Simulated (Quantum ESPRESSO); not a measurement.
# Electric field gradients in SiC (changed cell)

```yaml
crystal:
  lattice:
    - [3.10739, 0.00000, 0.00000]
    - [-1.55369, 2.69108, 0.00000]
    - [0.00000, 0.00000, 14.79612]
  atoms:
    - { symbol: Si, position: [0.33333, 0.66667, 0.83360] }
    - { symbol: Si, position: [0.66667, 0.33333, 0.33360] }
    - { symbol: Si, position: [0.66667, 0.33333, 0.66711] }
    - { symbol: Si, position: [0.33333, 0.66667, 0.16711] }
    - { symbol: Si, position: [0.00000, 0.00000, 0.50023] }
    - { symbol: Si, position: [0.00000, 0.00000, 0.00023] }
    - { symbol: C, position: [0.00000, 0.00000, 0.87373] }
    - { symbol: C, position: [0.00000, 0.00000, 0.37373] }
    - { symbol: C, position: [0.33333, 0.66667, 0.70748] }
    - { symbol: C, position: [0.66667, 0.33333, 0.20748] }
    - { symbol: C, position: [0.66667, 0.33333, 0.54096] }
    - { symbol: C, position: [0.33333, 0.66667, 0.04096] }
```
The cell was made here from a computed Materials Project entry: strained by -2 % along the unique axis and by +1 % across it, atoms relaxed (PBE without dispersion, pw.x of a modified build of Quantum ESPRESSO, symmetry kept). The parent is SiC in P6₃mc, a polytype of 6 double layers. Stability against distortions was not tested.

Principal values are ordered |Vxx| ≤ |Vyy| ≤ |Vzz|, η = (Vxx − Vyy)/Vzz, and C_Q = eQVzz/h is given by its size. Cores are frozen. Against all-electron runs on small test molecules, this scheme's |Vzz| missed by −6 % on Si, +9 % on C.

Question: What do the calculations give at each independent site (field gradients by a PBE PAW density (pw.x of Quantum ESPRESSO, JTH datasets) with the all-electron reconstruction of Petrilli and co-workers, 20 Ha, k-mesh 8×8×2 through Γ)?

Answer: 
```csv
site,site symmetry,Vzz (10²¹ V/m²),η_Q,∣C_Q∣ (MHz)
"Si1 (atoms 1, 2)",3m,-0.20,0.00,–
"Si2 (atoms 3, 4)",3m,-0.27,0.00,–
"Si3 (atoms 5, 6)",3m,-0.61,0.00,–
"C1 (atoms 7, 8)",3m,-0.21,0.00,–
"C2 (atoms 9, 10)",3m,-0.44,0.00,–
"C3 (atoms 11, 12)",3m,-0.39,0.00,–
```
